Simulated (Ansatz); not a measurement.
GaSb (rock salt, space group No. 225), the program Ansatz at the r²SCAN level (PAW), all energies at zero smearing, with the estimated change up to a 700 eV cutoff added, with one set of potentials and settings (totals compare only within such a set). Cell of 2 atoms (1 Sb, 1 Ga): -10289.273 eV.

| element | reference phase | E (eV/atom) |
|---|---|---|
| Sb | R-3m, 2 atoms in the cell | -6499.1272 |
| Ga | Cmce, 4 atoms in the cell | -3790.2689 |

Formation energy per atom, worked out: (-10289.273 − 1×(-6499.1272) − 1×(-3790.2689))/2 = 0.062 eV/atom (6 kJ per mol of atoms), at 0 K, without zero-point energy or fitted corrections.

Space group Fm-3m (rock salt). The start of the workflow was typed in or built on a structure type; neither database checked (COD, Materials Project) lists it. It is not the phase usual at ambient conditions (space group No. 216). Symmetry was held in the r²SCAN relaxation; its stability against distortions is not shown here. The references are the lowest solids computed at this level, not always the standard phases. Spin–orbit coupling is left out wherever it is not named.

Potentials: the later of the program's two PAW sets.
